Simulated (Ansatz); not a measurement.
The start is a generated trial cell of BAs in the alpha-GeTe structure type. A full variable-cell relaxation at zero pressure is run with PBE (plane waves to 420 eV, PAW, scalar-relativistic; Ansatz, a quantum-chemistry and plane-wave program). The first steps use a coarse 9×9×9 k-mesh.

The start:
```
BAs
1.0
    1.57555     0.90964     2.69655
   -1.57555     0.90964     2.69655
    0.00000    -1.81929     2.69655
B As
1 1
Direct
  0.23760   0.23760   0.23760
  0.76240   0.76240   0.76240
```

How large is the pressure on the unrelaxed cell, and of which sign?

+11.0 GPa (positive: the cell is compressed).

Does the structure survive the relaxation? Give the final space group.

The space group goes from R3m (No. 160) to F-43m (No. 216); the end is zinc blende type, with 2 atoms in the primitive cell.

How much energy is released per atom?

0.93 eV/atom.

How does the volume per atom move from start to end?

+19.9 %, from 11.59 to 13.90 Å³/atom.

How do the shortest distances between atoms change?

The closest pairs of elements (up to four, under 3.6 Å), start → end: As–B 2.15 → 2.08 Å; B–B 3.15 → 3.40 Å; As–As 3.15 → 3.40 Å.

Is the relaxed structure metallic? Give its gap.

1.21 eV, indirect (valence top at Γ, conduction bottom at 82 % of the way from Γ to X) (no spin-orbit coupling).

Give the final cell and atomic positions.


```cif
data_As4B4
_chemical_formula_sum 'B4 As4'
_space_group_name_H-M_alt 'F-43m'
_space_group_IT_number 216
_space_group_name_Hall 'F -4 2 3'
_cell_length_a 4.80918
_cell_length_b 4.80918
_cell_length_c 4.80918
_cell_angle_alpha 90.000
_cell_angle_beta 90.000
_cell_angle_gamma 90.000
loop_
_atom_site_label
_atom_site_type_symbol
_atom_site_symmetry_multiplicity
_atom_site_Wyckoff_symbol
_atom_site_fract_x
_atom_site_fract_y
_atom_site_fract_z
_atom_site_occupancy
B1 B 4 b 0.50000 0.50000 0.50000 1
As1 As 4 d 0.75000 0.75000 0.75000 1
```
(The calculation used a cell of 2 atoms; values per cell refer to that cell.)

Final values are on a 12×12×12 k-mesh of the relaxed cell. No spin polarisation in the result.

The run could not lose the symmetry of its start; a randomly shaken copy of 4 atoms returns to this structure.
